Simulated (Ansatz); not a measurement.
In$_{2}$Si$_{2}$O$_{7}$:
```
CELL_PARAMETERS angstrom
      3.28289     4.27854     0.00000
     -3.28289     4.27854     0.00000
     -1.01550     0.00000     4.57461
ATOMIC_POSITIONS crystal
  In 0.69295 0.69295 0.00000
  In 0.30705 0.30705 0.00000
  Si 0.22282 0.77718 0.41060
  Si 0.77718 0.22282 0.58940
  O  0.60611 0.07914 0.78083
  O  0.39389 0.92086 0.21917
  O  0.07914 0.60611 0.21917
  O  0.92086 0.39389 0.78083
  O  0.00000 0.00000 0.50000
  O  0.60699 0.39301 0.28171
  O  0.39301 0.60699 0.71829
```

Tensor components refer to the Cartesian frame of this cell.

**Question.** Give the high-frequency dielectric tensor and the Born effective charge tensors of the independent atoms from DFPT, plane-wave PAW LDA (Ansatz code).

**Answer.** 
ε∞:
```
3.66  0.00  0.05
0.00  3.46  0.00
0.05  0.00  3.32
```
Z* of atom 1 (In), rows: field, columns: displacement, in e:
```
 3.59   0.00  -0.02
 0.00   3.40   0.00
 0.08   0.00   3.00
```
Z* of atom 3 (Si), rows: field, columns: displacement, in e:
```
 3.56   0.00   0.01
 0.00   3.33   0.00
-0.15   0.00   3.64
```
Z* of atom 5 (O), rows: field, columns: displacement, in e:
```
-1.87   0.08   0.09
 0.12  -2.17   0.66
 0.14   0.68  -1.74
```
Z* of atom 9 (O), rows: field, columns: displacement, in e:
```
-3.30   0.00   0.59
 0.00  -1.19   0.00
 0.60   0.00  -1.44
```
Z* of atom 10 (O), rows: field, columns: displacement, in e:
```
-1.77   0.00  -0.48
 0.00  -1.80   0.00
-0.50   0.00  -2.43
```

Space group C2/m. The first step of the workflow began from a Materials Project structure, measured or hypothetical; the Crystallography Open Database files this formula in space group No. 12, but the cells were not matched. Whether it is the stable phase at ambient conditions was not checked. The LDA relaxation kept the symmetry of its start; whether a distortion lowers the energy is not shown. Spin–orbit coupling is left out wherever it is not named.

Potentials: the later of the program's two PAW sets.
